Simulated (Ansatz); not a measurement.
A relaxed 1×1 slab of 6 planes, cut along (0001) from a hcp crystal of one element, has a cell area of 8.87 Å² and a bulk spacing of 2.589 Å between its first planes. All-electron LAPW in Ansatz 0.2.0 (PBE, scalar-relativistic, no spin polarisation) gives γ = 0.57 J/m², Φ = 3.71 eV and a change of the outer spacing of +1.5 %. The hcp structure needn't be the element's own.

Task: Which element is it?

Result: Mg. Other candidates weren't computed, and some may come near.
